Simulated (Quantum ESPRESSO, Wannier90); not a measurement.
**Wannierisation of Si$_{2}$Ni (Fm-3m)**

Materials Project entry mp-2291; symmetrised, unrelaxed at this level. COD (Crystallography Open Database) has an entry of this formula and space group (matched by these alone). Method: PBEsol plane waves in Quantum ESPRESSO 7.5 (PseudoDojo norm-conserving files, 79 Ry, no spin polarisation, no spin-orbit coupling), Bloch states on a 10×10×10 mesh through Γ, Wannier90 4.0.1. Density: 10×10×10 mesh, cold smearing 0.01 Ry. A non-magnetic state is assumed; magnetic ones were not tried.

On the energy scale of pw.x, whose zero is arbitrary, the Fermi level lies at 13.51 eV.

Input w.win:

```
num_bands = 1
num_wann = 1
exclude_bands = 2-31
num_iter = 1000
conv_tol = 1.0e-6
conv_window = 4
write_hr = true
write_u_matrices = true
auto_projections = true
begin unit_cell_cart
ang
    0.0000000000    2.6931550000    2.6931550000
    2.6931550000    0.0000000000    2.6931550000
    2.6931550000    2.6931550000    0.0000000000
end unit_cell_cart
begin atoms_frac
Si   0.2500000000  0.2500000000  0.2500000000
Si  -0.2500000000 -0.2500000000 -0.2500000000
Ni   0.0000000000  0.0000000000  0.0000000000
end atoms_frac
mp_grid = 10 10 10
begin kpoints
0.0000000000 0.0000000000 0.0000000000
0.0000000000 0.0000000000 0.1000000000
0.0000000000 0.0000000000 0.2000000000
... (997 more lines: the 10x10x10 mesh through Gamma)
end kpoints
```

Input of pw2wannier90.x that gives the overlap and projection files (equivalent; here they were cut from one run over all bands):

```
&inputpp
  outdir = './out'
  prefix = 'pwscf'
  seedname = 'w'
  write_amn = .true.
  write_mmn = .true.
  atom_proj = .true.
  atom_proj_exclude = 1 2 3 4 5 6 7 8 10 11 12 13 14 15 16 17 18
/
```

Output w.wout (banner and timings cut):

```
                                    ------
                                    SYSTEM
                                    ------

                              Lattice Vectors (Ang)
                    a_1     0.000000   2.693155   2.693155
                    a_2     2.693155   0.000000   2.693155
                    a_3     2.693155   2.693155   0.000000

                   Unit Cell Volume:      39.06736  (Ang^3)

                        Reciprocal-Space Vectors (Ang^-1)
                    b_1    -1.166510   1.166510   1.166510
                    b_2     1.166510  -1.166510   1.166510
                    b_3     1.166510   1.166510  -1.166510

 *----------------------------------------------------------------------------*
 |   Site       Fractional Coordinate          Cartesian Coordinate (Ang)     |
 +----------------------------------------------------------------------------+
 | si   1   0.25000   0.25000   0.25000   |    1.34658   1.34658   1.34658    |
 | si   2  -0.25000  -0.25000  -0.25000   |   -1.34658  -1.34658  -1.34658    |
 | ni   1   0.00000   0.00000   0.00000   |    0.00000   0.00000   0.00000    |
 *----------------------------------------------------------------------------*
                                ------------
                                K-POINT GRID
                                ------------

             Grid size = 10 x 10 x 10      Total points = 1000

 *---------------------------------- MAIN ------------------------------------*
 |  Number of Wannier Functions               :                 1             |
 |  Number of Objective Wannier Functions     :                 1             |
 |  Number of input Bloch states              :                 1             |
 |  Output verbosity (1=low, 5=high)          :                 1             |
 |  Timing Level (1=low, 5=high)              :                 1             |
 |  Optimisation (0=memory, 3=speed)          :                 3             |
 |  Length Unit                               :               Ang             |
 |  Post-processing setup (write *.nnkp)      :                 F             |
 |  Using Gamma-only branch of algorithms     :                 F             |
 *----------------------------------------------------------------------------*
 *------------------------------- WANNIERISE ---------------------------------*
 |  Total number of iterations                :              1000             |
 |  Number of CG steps before reset           :                 5             |
 |  Trial step length for line search         :             2.000             |
 |  Convergence tolerence                     :         0.100E-05             |
 |  Convergence window                        :                 4             |
 |  Iterations between writing output         :                 1             |
 |  Iterations between backing up to disk     :               100             |
 |  Write r^2_nm to file                      :                 F             |
 |  Write xyz WF centres to file              :                 F             |
 |  Write on-site energies <0n|H|0n> to file  :                 F             |
 |  Use guiding centre to control phases      :                 F             |
 |  Use phases for initial projections        :                 F             |
 *----------------------------------------------------------------------------*
 *-------------------------------- PLOTTING ----------------------------------*
 |  Plotting Hamiltonian in WF basis          :                 T             |
 *----------------------------------------------------------------------------*

       ... (k-mesh section left out)

 Starting a new Wannier90 calculation ...

 Reading overlaps from w.mmn

 Reading projections from w.amn

 *------------------------------- WANNIERISE ---------------------------------*
 +--------------------------------------------------------------------+<-- CONV
 | Iter  Delta Spread     RMS Gradient      Spread (Ang^2)            |<-- CONV
 +--------------------------------------------------------------------+<-- CONV

 ------------------------------------------------------------------------------
 Initial State
  WF centre and spread    1  ( -0.000000, -0.000000,  0.000000 )     0.17017197
  Sum of centres and spreads ( -0.000000, -0.000000,  0.000000 )     0.17017197

      0     0.170E+00     0.0000000000        0.1701719731  <-- CONV
        O_D=      0.0000000 O_OD=      0.0000000 O_TOT=      0.1701720 <-- SPRD
 ------------------------------------------------------------------------------
      1     0.000E+00     0.0000000000        0.1701719731  <-- CONV
        O_D=      0.0000000 O_OD=      0.0000000 O_TOT=      0.1701720 <-- SPRD
      2     0.000E+00     0.0000000000        0.1701719731  <-- CONV
        O_D=      0.0000000 O_OD=      0.0000000 O_TOT=      0.1701720 <-- SPRD
      3     0.000E+00     0.0000000000        0.1701719731  <-- CONV
        O_D=      0.0000000 O_OD=      0.0000000 O_TOT=      0.1701720 <-- SPRD
      4     0.000E+00     0.0000000000        0.1701719731  <-- CONV
        O_D=      0.0000000 O_OD=      0.0000000 O_TOT=      0.1701720 <-- SPRD
             <<<     Delta < 1.000E-06  over  4 iterations     >>>
             <<< Wannierisation convergence criteria satisfied >>>
 Final State
  WF centre and spread    1  ( -0.000000, -0.000000,  0.000000 )     0.17017197
  Sum of centres and spreads ( -0.000000, -0.000000,  0.000000 )     0.17017197

         Spreads (Ang^2)       Omega I      =     0.170171973
        ================       Omega D      =     0.000000000
                               Omega OD     =     0.000000000
    Final Spread (Ang^2)       Omega Total  =     0.170171973
```
